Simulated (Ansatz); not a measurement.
# InTe₂Cl: relaxation (Ansatz)

The input file (Ansatz 0.2.0, plane waves):

```yaml
crystal:
  lattice:
    - [2.19708, 3.805452, 0.0]
    - [-2.19708, 3.805452, 0.0]
    - [0.0, -2.536965, 7.713534]
  atoms:
    - { symbol: Te, position: [0.243, 0.243, 0.729] }
    - { symbol: Te, position: [0.757, 0.757, 0.271] }
    - { symbol: Cl, position: [0.5, 0.5, 0.5] }
    - { symbol: In, position: [0.0, 0.0, 0.0] }
  symmetry: { tolerance: 0.0003 }
kpoints:
  mp_grid: { grid: [7, 7, 7], shift: [0, 0, 0] }
magnetization:
  spin_polarized: false
scf:
  occupations: { method: fermi_dirac, width: 0.0602 }
  lower_state_search: "off"
hamiltonian:
  pseudopotentials: { kind: paw }
  xc: pbe
basis:
  ecutwfc: 420
  fft_grid_basis: typed
relax:
  max_steps: 60
  cell: { p_target: 0.0 }
output:
  forces: true
  stress: true
  eigenvalues: true
  bader: true
  populations: true
  elf: true
  write_potential: true
  volumetric_format: npy
  dos:
    e_range: [-12, 8]
    de: 0.05
    projected: { site_lists: { Cl: [Cl], In: [In], Te: [Te] } }
checkpoint:
  read: saved_state
```

Launch command:

```bash
ansatz run input.yaml --threads 2 --pin off --max-ram 2560MiB --backend cpu --events-out ev --progress --plain --runs-dir out
```

Origin of the cell: a known structure type with other elements, at an estimated volume, so it need not be a known compound.

The saved state is a converged single point of the same cell.

Steps («new basis» is an SCF on plane waves selected anew at the same cell):

```csv
step,ΔF (meV/atom),max force component (eV/Å),P (GPa),volume (Å³),SCF iterations,step was
1,0.0,1.579,-3.17,128.98,6,accepted
2,-153.6,0.979,-2.41,124.06,7,accepted
3,-208.9,0.134,1.05,117.37,7,accepted
4,-211.9,0.035,0.15,119.18,6,accepted
5,-212.4,0.026,-0.04,119.85,6,accepted
6,-212.6,0.004,-0.05,120.04,6,accepted
7,-212.6,0.001,-0.02,119.96,5,accepted
8,-212.3,0.001,-0.02,119.96,6,new basis
```

The starting structure.

Space group R-3m (No. 166); the run's cell has a = 4.394 Å, b = 4.394 Å, c = 8.120 Å, α = 105.70°, β = 105.70°, γ = 60.00°. Shortest distances: Cl–Te 3.09 Å, In–Te 3.29 Å.

After:

Space group R-3m (No. 166); the run's cell has a = 4.365 Å, b = 4.365 Å, c = 7.694 Å, α = 106.48°, β = 106.48°, γ = 60.00°. Shortest distances: In–Te 2.99 Å, Cl–Te 3.24 Å.

```yaml
crystal:
  lattice:
    - [2.18253, 3.78025, 0.00000]
    - [-2.18253, 3.78025, 0.00000]
    - [0.00000, -2.52017, 7.26982]
  atoms:
    - { symbol: Te, position: [0.25972, 0.25972, 0.77915] }
    - { symbol: Te, position: [0.74028, 0.74028, 0.22085] }
    - { symbol: Cl, position: [0.50000, 0.50000, 0.50000] }
    - { symbol: In, position: [0.00000, 0.00000, 0.00000] }
```

- Free energy lowered by: 212.3 meV/atom
- Volume change: -7.00 %
- Final pressure: -0.02 GPa
- Relaxation steps listed: 8
- Formation energy (elements under the same functional, gases as molecules, uncorrected): -0.115 eV/atom

Caveats: no spin, though holes on the anions or broken bonds may carry moments; no spin-orbit coupling, though heavy elements are present; the relaxation held the start's symmetry, so the end may be a saddle point.

The run took 40 s on 2 threads of Intel(R) Xeon(R) 6975P-C (Granite Rapids), with other jobs on the host, peak memory 0.57 GiB, from a saved density.
